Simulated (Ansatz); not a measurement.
# Relaxation of Mn₃IrN

Level of theory: DFT PBEsol, scalar-relativistic, plane waves, PAW in Ansatz 0.2.0. (420 eV cutoff, 10×10×10 k-mesh, Gaussian smearing of 0.10 eV, no spin polarisation)

What was changed: biaxial strain in the a-b plane, c and atoms relaxed: -1.5 %.

A cell with an odd number of electrons and no spin polarisation is a metal by construction and may be lower with spin. Spin–orbit coupling is left out, which can shift energies with elements as heavy as these.

Command:

```bash
ansatz run input.yaml --threads 1 --pin off --max-ram 2560MiB --backend cpu --events-out ev --progress --plain --runs-dir out
```

Input:

```yaml
crystal:
  lattice:
    - [3.6570088487, 0.0, 0.0]
    - [0.0, 3.6570088487, 0.0]
    - [0.0, 0.0, 3.7461136329]
  atoms:
    - { symbol: Mn, position: [0.0, 0.5, 0.5] }
    - { symbol: Mn, position: [0.5, 0.0, 0.5] }
    - { symbol: Mn, position: [0.5, 0.5, 0.0] }
    - { symbol: Ir, position: [0.0, 0.0, 0.0] }
    - { symbol: "N", position: [0.5, 0.5, 0.5] }
basis:
  ecutwfc: 420
kpoints:
  mp_grid: { grid: [10, 10, 10] }
hamiltonian:
  xc: pbesol
scf:
  occupations: { method: gaussian, width: 0.1 }
output:
  forces: true
  stress: true
  eigenvalues: true
relax:
  adjacent_minimum: "off"
  f_tol: 0.008
  max_steps: 40
  cell: { stress_tol: 0.015, fix: [a, b, gamma] }
```

F is the free energy. Steps run on the plane waves of an earlier cell, but the last one, and at times one on the way, on a freshly chosen basis, so a repeated geometry can differ a little in energy. The held parts of the cell keep their stress, so P needn't end at zero.

Steps:

```json
{"step": "1", "F − F(1) (eV)": "0.0000", "largest force component (eV/Å)": "0.000", "V (Å³/atom)": "10.020", "P (GPa)": "7.81"}
{"step": "2", "F − F(1) (eV)": "0.0000", "largest force component (eV/Å)": "0.000", "V (Å³/atom)": "10.022", "P (GPa)": "7.75"}
{"step": "3", "F − F(1) (eV)": "0.0000", "largest force component (eV/Å)": "0.000", "V (Å³/atom)": "10.023", "P (GPa)": "7.69"}
{"step": "4", "F − F(1) (eV)": "0.0000", "largest force component (eV/Å)": "0.000", "V (Å³/atom)": "10.023", "P (GPa)": "7.69"}
```

Relaxed structure:

```
CELL_PARAMETERS angstrom
3.65701 0.00000 0.00000
0.00000 3.65701 0.00000
0.00000 0.00000 3.74736
ATOMIC_POSITIONS crystal
Mn 0.00000 0.50000 0.50000
Mn 0.50000 0.00000 0.50000
Mn 0.50000 0.50000 0.00000
Ir 0.00000 0.00000 0.00000
N 0.50000 0.50000 0.50000
```

It takes space group P4/mmm (No. 123, tetragonal). The conventional cell has a = 3.657 Å, b = 3.657 Å, c = 3.747 Å, α = 90.00°, β = 90.00°, γ = 90.00°. Around Mn (site symmetry mmm) lie 2 N at 1.83 Å. Around Mn (site symmetry 4/mmm) lie 2 N at 1.87 Å. Ir (site symmetry 4/mmm) is surrounded by 12 Mn at 2.59 to 2.62 Å. N (site symmetry 4/mmm) is surrounded by 6 Mn at 1.83 to 1.87 Å.

The run converged. The run took 32 s on 1 thread of Intel(R) Xeon(R) 6975P-C (Granite Rapids), with other jobs on the host, peak memory 0.56 GiB.